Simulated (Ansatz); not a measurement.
An Ansatz input:

```yaml
crystal:
  lattice:
    - [0.0, 2.019223205, 2.019223205]
    - [2.019223205, 0.0, 2.019223205]
    - [2.019223205, 2.019223205, 0.0]
  atoms:
    - { symbol: Nb, position: [0.0, 0.0, 0.0], spin: 1.0 }
hamiltonian:
  xc: mr2scan
  pseudopotentials:
    kind: paw
    azcp:
      Nb: "pseudopotentials/Nb.paw.azcp"
basis:
  ecutwfc: 500
  fft_grid_basis: typed
kpoints:
  mp_grid: { grid: [21, 21, 21], shift: [0, 0, 0] }
magnetization:
  spin_polarized: true
scf:
  occupations: { method: fermi_dirac, width: 0.05 }
output:
  stress: true
```

Terminal output

```
Engine: ansatz 0.2.0, aarch64-unknown-linux-gnu
Pseudopotentials: kind: paw
Pseudopotential: Nb, paw, valence charge 13, recommended cutoff 500 eV (meta_gga) 
Functional definition: m-r2SCAN
  exchange = m_r2scan_x
  correlation = m_r2scan_c
Crystal: 1 atoms, lattice volume = 16.466 Å³
Basis set: ecut = 500 eV, 411 PW (Γ), exchange–correlation on 96×96×96 points (64 copies of the dense FFT grid, shifted against one another)
Bands: 11, of which v1, the nominal top of the filled ones, is band 7 counted from 1 (6 counted from 0)
Symmetry: 48 space group operations
Space group: Fm-3m (ITA 225), of the structure as read, at distance tolerance 2.5e-5 Å
Magnetic group: BNS 225.116 (UNI 1618), of the structure as read, at distance tolerance 2.5e-5 Å
k-points: 286 of 9261
Non-local potential: Nb, projectors of the file, l = 0: 3, l = 1: 2, l = 2: 2, l = 3: 1
PAW form: soft (Blöchl's): semilocal exchange-correlation on the pseudo side does not see the compensation charge
PAW frozen core: Nb, regenerated for the run's functional (the file was generated under x = pbe(κ = 0.804, μ = 0.2195149727645171), c = pbe(β = 0.06672455060314922))
PAW one-centre angular grid: Nb, 590 points (default); XC on 160 Gauss nodes
Initial density: superposition of atomic densities (chi_scale 0.1, normalization cell)
Starting moments: Σ|m| = 1 μB on 1 of 1 site
Initial wavefunctions: pseudopotential atomic-orbital guess
Functional: x = mr2scan, c = mr2scan; τ floored in thin density (d = 2e-4 eV/Å³)
SCF iter   1: F=—  HF=-4563.404658 eV  |F-HF|=—  |Δ(HF+E_count)|=         —  Δρ=4.88e-2 (↑4.88e-2 ↓2.80e-2)  dr2=9.70e-1  dr2_τ=5.85e-3  dr2_m=3.19e-2  M=0.684 μB ∫|m|=0.684 μB  β_m=0.95  ethr=3.10e-3  ⟨swp⟩=5.1  Hψ=36912  notcnv=0
Mixer restart at iter 1: flushing history
SCF iter   2: F=—  HF=-4563.100888 eV  |F-HF|=—  |Δ(HF+E_count)|=   3.04e-1  Δρ=2.34e-2 (↑2.34e-2 ↓2.04e-2)  dr2=2.81e-1  dr2_τ=4.98e-3  dr2_m=2.85e-3  M=0.570 μB ∫|m|=0.570 μB  β_m=1.00  ethr=3.10e-3  ⟨swp⟩=3.0  Hψ=15953  notcnv=0  defer=70  κ⁻¹=1.0e0(r=1)
SCF iter   3: F=—  HF=-4563.154595 eV  |F-HF|=—  |Δ(HF+E_count)|=         —  Δρ=1.49e-2 (↑1.49e-2 ↓1.34e-2)  dr2=2.24e-2  dr2_τ=2.94e-3  dr2_m=1.81e-2  M=0.165 μB ∫|m|=0.165 μB  β_m=0.46  ethr=2.16e-3  ⟨swp⟩=2.6  Hψ=12117  notcnv=0  defer=70
Mixer restart at iter 3: flushing history
SCF iter   4: F=—  HF=-4563.142823 eV  |F-HF|=—  |Δ(HF+E_count)|=   1.18e-2  Δρ=9.48e-3 (↑9.48e-3 ↓8.82e-3)  dr2=1.13e-2  dr2_τ=3.50e-4  dr2_m=6.34e-3  M=0.143 μB ∫|m|=0.143 μB  β_m=1.00  ethr=1.72e-4  ⟨swp⟩=1.5  Hψ=7072  notcnv=0  defer=70  κ⁻¹=1.0e0(r=1)
SCF iter   5: F=—  HF=-4563.139511 eV  |F-HF|=—  |Δ(HF+E_count)|=   3.31e-3  Δρ=3.65e-3 (↑3.53e-3 ↓3.65e-3)  dr2=1.37e-3  dr2_τ=1.76e-4  dr2_m=1.14e-3  M=0.031 μB ∫|m|=0.031 μB  β_m=0.30  ethr=8.67e-5  ⟨swp⟩=2.6  Hψ=11271  notcnv=0  defer=70  κ⁻¹=1.6e-1(r=2)
SCF iter   6: F=—  HF=-4563.135686 eV  |F-HF|=—  |Δ(HF+E_count)|=   3.82e-3  Δρ=7.80e-4 (↑7.80e-4 ↓5.77e-4)  dr2=3.36e-5  dr2_τ=4.35e-6  dr2_m=5.36e-5  M=-0.007 μB ∫|m|=0.010 μB  β_m=0.33  ethr=1.05e-5  ⟨swp⟩=2.5  Hψ=9788  notcnv=0  defer=70  κ⁻¹=2.3e-3(r=3)
...
SCF iter  15: F=—  HF=-4563.135295 eV  |F-HF|=—  |Δ(HF+E_count)|=   5.72e-9  Δρ=2.08e-7 (↑2.08e-7 ↓1.65e-7)  dr2=5.48e-12  dr2_τ=5.08e-13  dr2_m=3.68e-12  M=0.000 μB ∫|m|=0.000 μB  β_m=1.00  ethr=1.00e-12  ⟨swp⟩=2.1  Hψ=10308  notcnv=0  defer=70  κ⁻¹=3.1e-8(r=8)
SCF iter  16: F=—  HF=-4563.135295 eV  |F-HF|=—  |Δ(HF+E_count)|=  7.55e-11  Δρ=3.98e-7 (↑3.65e-7 ↓3.98e-7)  dr2=1.39e-12  dr2_τ=3.16e-12  dr2_m=2.17e-11  M=-0.000 μB ∫|m|=0.000 μB  β_m=1.00  ethr=1.00e-12  ⟨swp⟩=1.0  Hψ=16447  notcnv=0  κ⁻¹=2.2e-7(r=8)
SCF iter  17: F=-4563.135295 eV  HF=-4563.135295 eV  |F-HF|=4.55e-12  |Δ(HF+E_count)|=  5.09e-11  Δρ=1.83e-7 (↑1.83e-7 ↓1.76e-7)  dr2=3.99e-13  dr2_τ=7.04e-13  dr2_m=4.68e-12  M=-0.000 μB ∫|m|=0.000 μB  ethr=1.00e-12  ⟨swp⟩=1.3  Hψ=8739  notcnv=0
SCF 1 converged in 17 iterations: F = -4563.135295 eV  dr2 = 3.99e-13
WARN: the starting moments were not kept: the SCF closed with an absolute magnetisation of 6.3e-6 μB, where they sum to 1 μB in size (1 site). That is at most 0.1 of that sum. Measured as dr2_m measures the in/out step, that magnetisation stands 6.5e-12 eV from none, at or under the dr2_threshold of 1.0e-7 eV: it is no larger than a step whose dr2_m would equal this threshold. The system may hold no moment; this SCF shows only that its start led to no more than that. To try another start: raise the starting moments (crystal.atoms[].spin, magnetization.per_species, magnetization.initial_magnetization, or on a non-collinear deck that types none of these the spinor_matrix: blocks that start its atoms; where the total moment is fixed, keep their sum and leave initial_magnetization as it is; typed ones take the place of any that the run laid by itself, positive ones on a crystal's lanthanoids without a Hubbard term where scf.initial_density.shell_occupations: [] is typed) or, if the notice of its spin-set hold's release reads "site moments contracting" or "site moments show no strong build", lengthen the hold (scf.mixing.spin_hold: { on: { confirm: 4 } }; for m-r²SCAN on two components see the key's manual first). Each may lead to a state that holds a moment. A second SCF, from the converged charge density, with the starting moments and any scf.initial_density.shell_occupations laid on it anew, would have followed, and was not run: the deck does not ask for one (magnetization.retry_lost_moments is false, the default). To let it run, set magnetization.retry_lost_moments: true and run the deck again, where that key's refused combinations let it; where memory then withholds it, that run's warning says so.
this state was not tested for a lower state beside it, because the mixer in use, unlike msr1, does not test its closes by its own steps (another_mixer; see scf.mixing.algorithm and scf.lower_state_search)
SCF converged after 17 iterations
Magnetization: -0.0000 μB (6.5000 up, 6.5000 down)
Absolute magnetization: 0.0000 μB (∫|ρ↑−ρ↓|, with the PAW one-centre terms)
Spin contamination: 0.0000 ħ² per cell (⟨S²⟩ above its minimum at these occupations)
Per-site moments (μB) at R_I (Å): [(-4.08119791646627e-6, 1.1779402973124056)]
Free energy (F): -4563.135295 eV
Harris-Foulkes:  -4563.135295 eV  (|F-HF|=4.55e-12)
Internal energy: -4563.124261 eV  (E = F + TS)
E sigma→0 (E₀):  -4563.129778 eV
Entropy (-TS):   -0.011034 eV (-11.034 meV/atom)
Fermi energy:    20.137505 eV
--- Per-component energies (eV) ---
  E_band       = -52.558905
  E_kinetic    = 398.842910
  E_local      = -638.589500  (includes V_loc(G=0)·N_el)
  E_nonlocal   = 120.034460
  E_hartree    = 200.005455
  E_xc         = -171.180945
  E_vxc        = -239.031606  (∫ρ·V_xc dr)
  E_paw        = -3090.641008  (= ΣΔE_a)
  E_vpaw       = -108.876504  (= ΣTr[D̂ρ^β])
  E_aug_tail   = 0.000004  (compensation charges beyond the density's cutoff)
  E_vtau       = 15.050426  (kinetic-family band-sum trace: ∫τ·v_τ [+ j·A + Jᵃ·Aᵃ] dr)
  E_ewald      = -1381.403207
  E_core_change = -0.192431  (= ΣΔE_core)
  E_smearing   = -0.011034  (= −TS)
  E_closure    = 0.000000  (closes the sum)
  Σ components = -4563.135295   (vs F -4563.135295, Δ=0.00e0)
--- Stress (GPa, compression-positive) ---
       26.526401      -0.000000       0.000000
       -0.000000      26.526401       0.000000
        0.000000       0.000000      26.526401
  P = ⅓ Tr σ = 26.5264 GPa (265.264 kbar)
```
